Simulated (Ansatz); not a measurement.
ZrB2 in space group P6/mmm (No. 191; Zr on 1a, B on 2d) under volume change, the program Ansatz at the PBE level (PAW), shape and atoms relaxed at each volume.

```tsv
V (Å³/atom)	E − E(relaxed) (meV/atom)	P (GPa)
9.357	72.2	27.00
9.666	30.4	16.63
9.974	7.2	7.70
10.283	0.0	0.00
10.591	6.5	-6.63
10.899	25.0	-12.35
11.208	53.6	-17.28
```

Q: What does a third-order Birch–Murnaghan fit give for V₀, B₀ and B′?

A: V₀ = 10.28 Å³/atom, B₀ = 238 GPa, B′ = 3.9.

The PBE relaxation kept the symmetry of its start; phonons on a q-mesh show no instability. The run is not spin-polarised.

Potentials: the later of the program's two PAW sets.
